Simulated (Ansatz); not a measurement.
Polymorphs of GaSb, each relaxed with plane-wave PAW PBE (Ansatz code):

A: CsCl type (Pm-3m), a = b = c = 3.6147 Å, α = β = γ = 90.00°

B: rock salt (Fm-3m), a = b = c = 5.7977 Å, α = β = γ = 90.00°

C: P-6m2, a = 4.005 Å, b = 4.005 Å, c = 3.633 Å, α = 90.00°, β = 90.00°, γ = 120.00°

D: P6_422, a = b = 4.4201 Å, c = 9.5933 Å, α = β = 90.00°, γ = 120.00°

E: P4_2/mmc, a = b = 4.0371 Å, c = 7.5537 Å, α = β = γ = 90.00°

F: zinc blende (F-43m), a = b = c = 6.214 Å, α = β = γ = 90.00°

Question: Rank these by energy per atom at 0 K (lowest first), as PBE gives it.

Answer: F (+0 meV/atom), D (+142 meV/atom), B (+211 meV/atom), C (+260 meV/atom), A (+302 meV/atom), E (+461 meV/atom)

Constructed cells (a structure type filled with these elements, in neither database checked): A; B; C; E. Typed or built starts, not in the databases checked: D. Not the usual ambient phase: A; B; C; D; E. All cells were relaxed under the symmetry of their starts (and spin orders); stability against distortions was not tested throughout. Scalar-relativistic: spin–orbit coupling is off unless named, which matters more the heavier the elements.

Energies hold the estimated change up to a 700 eV cutoff; steps of a few meV lie near the error of the meshes.

Potentials: the later of the program's two PAW sets.
